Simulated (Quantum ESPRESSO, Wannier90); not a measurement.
## Wannierisation of Ta (bcc (W type))

Materials Project entry mp-50; symmetrised, unrelaxed at this level. This is the element's usual structure. Method: PBEsol plane waves in Quantum ESPRESSO 7.5 (PseudoDojo norm-conserving files, 47 Ry, no spin polarisation, no spin-orbit coupling), Bloch states on a 10×10×10 mesh through Γ, Wannier90 4.0.1. Density: 18×18×18 mesh, cold smearing 0.01 Ry. Spin-orbit coupling is left out although heavy elements are present.

On the energy scale of pw.x, whose zero is arbitrary, the Fermi level lies at 18.15 eV.

Isolated groups of bands, relative to the Fermi level (bands from 5 on overlap up to the last one computed):

| bands | from (eV) | to (eV) | filling | weight on atomic waves |
|---|---|---|---|---|
| 1 | -67.13 | -66.93 | filled | Ta 5s 96 % |
| 2–4 | -34.20 | -33.04 | filled | Ta 5p 98 % |

Input w.win:

```
num_bands = 17
num_wann = 9
exclude_bands = 1-4
num_iter = 800
conv_tol = 1.0e-6
conv_window = 4
dis_num_iter = 1000
dis_conv_tol = 1.0e-6
dis_froz_max = 1.50
write_hr = true
write_u_matrices = true
begin projections
Ta: s;p;d
end projections
begin unit_cell_cart
ang
   -1.6549300000    1.6549300000    1.6549300000
    1.6549300000   -1.6549300000    1.6549300000
    1.6549300000    1.6549300000   -1.6549300000
end unit_cell_cart
begin atoms_frac
Ta   0.0000000000  0.0000000000  0.0000000000
end atoms_frac
mp_grid = 10 10 10
begin kpoints
0.0000000000 0.0000000000 0.0000000000
0.0000000000 0.0000000000 0.1000000000
0.0000000000 0.0000000000 0.2000000000
... (997 more lines: the 10x10x10 mesh through Gamma)
end kpoints
```

The run ends without an error message, but its bands miss those of pw.x by 826 meV rms and 2.15 eV at worst (states up to 1.0 eV relative to the Fermi level).

Q: What is the mistake?

A: Window typed relative to the reference level, not as an absolute energy. With that mended (9 functions from bands 5-21 of the 21 computed, start hydrogen-like Ta: s;p;d, frozen window up to 1.50 eV relative to the Fermi level, outer window open) the misfit is 3.6 meV rms.
